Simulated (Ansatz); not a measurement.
# Property card for Si₂Mo

Si2Mo:
```cif
data_Mo3Si6
_chemical_formula_sum 'Si6 Mo3'
_space_group_name_H-M_alt 'P6222'
_space_group_IT_number 180
_space_group_name_Hall 'P 62 2 (0 0 4)'
_cell_length_a 4.58421
_cell_length_b 4.58421
_cell_length_c 6.57628
_cell_angle_alpha 90.000
_cell_angle_beta 90.000
_cell_angle_gamma 120.000
loop_
_atom_site_label
_atom_site_type_symbol
_atom_site_symmetry_multiplicity
_atom_site_Wyckoff_symbol
_atom_site_fract_x
_atom_site_fract_y
_atom_site_fract_z
_atom_site_occupancy
Si1 Si 6 j 0.32771 0.16386 0.16667 1
Mo1 Mo 3 d 0.50000 0.00000 0.50000 1
```

Space group P6_222 (No. 180); conventional cell a = b = 4.5842 Å, c = 6.5763 Å, α = β = 90.00°, γ = 120.00°.

Method: plane-wave PAW r²SCAN (Ansatz code). The cell and atoms are relaxed at this level. Other levels are named where they apply.

### Cell and energy

| Quantity | Result |
|---|---|
| Volume per atom | 13.30 Å³ |
| Density | 6.33 g/cm³ |
| Formation energy from the elements (no fitted shifts) | -43 kJ/mol of atoms |

### Electronic structure

| Property | Value |
|---|---|
| Band gap | 0.16 eV (indirect) |
| Valence-band maximum | at L |
| Conduction-band minimum | at M (3 equivalent valleys) |
| Smallest direct gap on the standard path | 0.69 eV |
| Electron effective mass | 0.33, 0.45, 0.45 mₑ (principal values) |
| Weight of the conduction-edge state by species (Voronoi cells) | Mo 58 %, Si 42 % |
| Hole effective mass | 0.43, 0.46, 0.55 mₑ (principal values) |
| Hole effective mass with spin–orbit coupling | 0.43, 0.46, 0.56 mₑ (principal values) |
| Weight of the valence-edge state by species (Voronoi cells) | Mo 71 %, Si 29 % |
| HSE06 gap on the r²SCAN cell | 0.54 eV |
| Gap with spin–orbit coupling | 0.15 eV |

### Mechanics

| Item | Result |
|---|---|
| Bulk modulus (Birch–Murnaghan fit) | 221 GPa |
| Pressure derivative B′ | 4.5 |

### Charges

| Property | Value |
|---|---|
| Bader charges | Si -0.09, Mo +0.19 e |

The workflow started from a Materials Project entry (that database holds measured and hypothetical structures alike); the Crystallography Open Database copy checked does not list it. It is not the phase usual at ambient conditions (space group No. 139). The r²SCAN relaxation kept the symmetry of its start; whether a distortion lowers the energy is not shown. No spin polarisation was allowed. The references are the lowest solids computed at this level, not always the standard phases. Scalar-relativistic: spin–orbit coupling is off unless named, which matters more the heavier the elements.

Potentials: the later of the program's two PAW sets.
